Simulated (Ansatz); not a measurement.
## Cs₃GaCl₆: frozen normal mode

Computed with DFT PBEsol, scalar-relativistic, plane waves, PAW (Ansatz 0.2.0). Settings: plane waves to 420 eV, k-mesh 4×4×4 (Γ-centred), Gaussian smearing 0.05 eV. Spin–orbit coupling is left out, which matters for the heavy elements here. No spin polarisation. Energies are free energies at this smearing, counted from the undisturbed cell; pressure is positive in compression.

The undisturbed cell (relaxed at this level; it needn't be the usual structure):

```
Cs Ga Cl
1.0
     0.00000    5.53194    5.53194
     5.53194    0.00000    5.53194
     5.53194    5.53194    0.00000
Cs Ga Cl
3 1 6
Direct
  0.75000 0.75000 0.75000
  0.25000 0.25000 0.25000
  0.50000 0.50000 0.50000
  0.00000 0.00000 0.00000
  0.78632 0.21368 0.21368
  0.21368 0.21368 0.78632
  0.21368 0.78632 0.78632
  0.21368 0.78632 0.21368
  0.78632 0.21368 0.78632
  0.78632 0.78632 0.21368
```

A zone-centre mode of this cell is frozen in: each atom moves by x times its row below, so x is the largest displacement.
```
atom ux uy uz
 Cs1  0.000   0.000   0.000
 Cs2  0.000   0.000   0.000
 Cs3  0.000   0.000   0.000
 Ga4  0.000   0.000   0.000
 Cl5  0.000   0.000   0.000
 Cl6  0.000  -1.000   0.000
 Cl7  0.000   0.000   0.000
 Cl8  0.000   0.000   1.000
 Cl9  0.000   0.000  -1.000
Cl10  0.000   1.000   0.000
```

```tsv
x (Å)	ΔE (meV/cell)	force along the mode (eV/Å)	pressure (GPa)	gap on the mesh (eV)
-0.4000	-51.6	-0.12	-0.3	3.63
-0.2000	-18.1	-0.16	-0.1	3.70
0.0000	0.0	0.00	0.0	3.73
0.0500	-1.2	0.05	0.0	3.72
0.1000	-4.9	0.09	0.0	3.72
0.1500	-10.6	0.13	-0.1	3.71
0.2500	-26.7	0.18	-0.1	3.69
0.3000	?	0.18	-0.2	?
0.3500	-44.3	?	-0.2	?
```

By symmetry 0.4000 repeats -0.4000, -0.3000 repeats 0.3000, 0.2000 repeats -0.2000, -0.1000 repeats 0.1000 in energy; the slope of the energy along the path changes sign there. All sampled points lie below the start, which is a maximum along this line.

Give the withheld values.

ΔE (meV/cell) at x (Å) = 0.3000: -35.7; gap on the mesh (eV) at x (Å) = 0.3000: 3.68; force along the mode (eV/Å) at x (Å) = 0.3500: 0.16; gap on the mesh (eV) at x (Å) = 0.3500: 3.66.

Cost: 9 runs of about 2 core-minutes in all, on Intel Xeon 6975P-C (Granite Rapids) (shared hosts).